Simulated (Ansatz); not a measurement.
The relaxed structure here is a generated cell of TiAl: the first start was made by a random draw of sites in a space group, and the end was not matched to a known phase here, so it may be hypothetical. Known forms of TiAl include space group No. 123.

One stationary structure of TiAl. Space group Fm-3m (No. 225), rock salt type. Method: PBE (plane waves to 420 eV, PAW, scalar-relativistic; Ansatz, an electronic-structure program).

```xyz
2
Lattice="0.0000 2.6456 2.6456 2.6456 0.0000 2.6456 2.6456 2.6456 0.0000" Properties=species:S:1:pos:R:3 pbc="T T T"
Al     2.6456     2.6456     2.6456
Ti     0.0000     0.0000     0.0000
```

| Quantity | Value |
|---|---|
| Volume per atom | 18.52 Å³ |
| Band gap | no gap (metallic) |
| Shortest distances | Al–Ti 2.65 Å |
| k-mesh | 15×15×15 |

No spin polarisation in the result.

The run could not lose the symmetry of its start, so the end can be a saddle point.

All atoms sit on sites fixed by symmetry, so only the cell could relax.
